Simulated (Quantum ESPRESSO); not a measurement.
```
CELL_PARAMETERS angstrom
      0.00000     3.25149     3.25149
      3.25149     0.00000     3.25149
      3.25149     3.25149     0.00000
ATOMIC_POSITIONS crystal
  Mg 0.00000 0.00000 0.00000
  Te 0.25000 0.25000 0.25000
```

The PBEsol cell relaxed from Materials Project entry mp-13033 was given an isotropic strain of +1 % on all lattice vectors, and the atoms were relaxed again.

Q: What does norm-conserving PBEsol (Quantum ESPRESSO, 84 Ry, without SOC) give for the electronic structure near the Fermi level?

A: The PBEsol gap is direct, 2.21 eV at Γ. Spin-orbit coupling is left out, which matters for elements this heavy: edges can move by tenths of an eV.

This is not the ordinary phase of the substance; no match was found in the copy of COD used, and its stability was not checked.
